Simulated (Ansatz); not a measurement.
**Data sheet: TcIr₃ (DFT)**

TcIr3 in space group P6_3/mmc (No. 194; Tc on 2d, Ir on 6h), a = b = 5.4756 Å, c = 4.3559 Å, α = β = 90.00°, γ = 120.00°.

Space group P6_3/mmc (No. 194); conventional cell a = b = 5.4756 Å, c = 4.3559 Å, α = β = 90.00°, γ = 120.00°.

Method: r²SCAN in the plane-wave PAW code Ansatz. Geometry: relaxed at this level of theory. Other levels are named where they apply.

Cell and energy:

```yaml
volume_per_atom: 14.14 Å³
density: 19.81 g/cm³
Formation energy from the elements (no fitted shifts): -0.17 eV/atom
```

Electronic structure:

```yaml
electronic_character: metallic (no gap)
Density of states at the Fermi level: 0.82 states/eV per atom (mean over ±0.08 eV)
```

The first step of the workflow began from a Materials Project structure, measured or hypothetical; the Crystallography Open Database copy checked does not list it. With Tc and Ir taken as one species the cell has the higher symmetry P6_3/mmc, so it may be an ordered model of a mixed-site phase. Whether it is the stable phase at ambient conditions was not checked. The cell was relaxed with r²SCAN under the symmetry of its start; whether a distortion lowers the energy is not shown. The run is not spin-polarised. Axis ratios of metals converge slowly with the k-mesh, so a and c are less sure than the volume. The references are the lowest solids computed at this level, not always the standard phases. Spin–orbit coupling is left out wherever it is not named.

Potentials: the later of the program's two PAW sets.
